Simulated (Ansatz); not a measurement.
Al2Cu (Al2Cu type, space group I4/mcm)

```xyz
6
Lattice="-3.0298 3.0298 2.4373 3.0298 -3.0298 2.4373 3.0298 3.0298 -2.4373" Properties=species:S:1:pos:R:3 pbc="T T T"
Al     0.9591     3.9889     0.0000
Al     0.9591     2.0707     2.4373
Al     2.0707     0.9591     0.0000
Al     2.0707    -0.9591     2.4373
Cu     0.0000     0.0000     1.2186
Cu     0.0000     0.0000     3.6559
```

The relaxed cell is deformed in two ways at once: its volume V is scaled, and at that volume it is stretched along z (the c axis of the conventional cell) so that c/a changes. Fractional atomic positions are held.

These are PBE (plane waves to 420 eV, PAW, scalar-relativistic; Ansatz, a program for electronic structure) values and carry that method's errors. k mesh 12×12×12 (Γ-centred), Fermi-Dirac smearing 0.05 eV. E stands for the smeared free energy. As the atoms are clamped, bonds stretch with the cell, which overstates energies and stresses. With partly filled bands, the response to shear is sensitive to the k mesh, so small differences along c/a are uncertain. Al2Cu is run without spin polarisation. Al2Cu was relaxed with its symmetry unable to fall. ΔE is measured from the relaxed starting cell.

Predict the ΔE (kJ/mol of atoms) at all points of the grid V/V₀ = 0.920, 0.960, 1.000, 1.040, 1.080 by (c/a)/(c/a)₀ = 0.920, 0.960, 1.000, 1.040, 1.080.

ΔE (kJ/mol of atoms), with V/V₀ across and (c/a)/(c/a)₀ down:

```csv
(c/a)/(c/a)₀ \ V/V₀,0.920,0.960,1.000,1.040,1.080
0.920,6.7,3.9,2.9,3.3,5.0
0.960,4.0,1.4,0.6,1.3,3.1
1.000,3.3,0.8,0.0,0.7,2.5
1.040,4.0,1.4,0.5,1.1,2.9
1.080,5.7,2.9,2.0,2.5,4.1
```

(Under strain, the slope of the energy per volume gives the stress and its curvature an elastic modulus.)
